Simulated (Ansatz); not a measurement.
# Calculated quadrupolar parameters for KMgF₃

The cell is a structure deposited in the COD, whose atoms a relaxation with PBE at fixed cell left in place.

```yaml
crystal:
  lattice:
    - [3.98590, 0.00000, 0.00000]
    - [0.00000, 3.98590, 0.00000]
    - [0.00000, 0.00000, 3.98590]
  atoms:
    - { symbol: K, position: [0.50000, 0.50000, 0.50000] }
    - { symbol: Mg, position: [0.00000, 0.00000, 0.00000] }
    - { symbol: F, position: [0.50000, 0.00000, 0.00000] }
    - { symbol: F, position: [0.00000, 0.50000, 0.00000] }
    - { symbol: F, position: [0.00000, 0.00000, 0.50000] }
```

Sites (sets of like atoms) are named by element and the number of their first atom in this list.

Level of theory: DFT, PBE, plane waves and PAW, scalar-relativistic, 420 eV cutoff, Γ-centred 6×6×6 k-points, Fermi–Dirac smearing 0.02 eV (Ansatz 0.2.0).

C_Q = eQV_zz/h, which is 24.18 MHz for Q = 1 b and V_zz = 10²¹ V/m²; η = (V_xx − V_yy)/V_zz. ν_Q = 3|C_Q|/[2I(2I − 1)].

K-39: I = 3/2, Q = 60.30 mb; Mg-25: I = 5/2, Q = 199.4 mb. Q values from Pyykkö, Mol. Phys. 116, 1328 (2018).

| site | atoms (order as listed) | first shell | C_Q (MHz) | η | ν_Q (MHz) |
| --- | --- | --- | --- | --- | --- |
| K | 1 | 12 F at 2.82 Å | 0 | – | 0 |
| Mg | 2 | 6 F at 1.99 Å | 0 | – | 0 |

K and Mg sit on a cubic site, where every gradient vanishes.

F has no stable isotope with a ground-state quadrupole moment in the table, so these sites are left out.
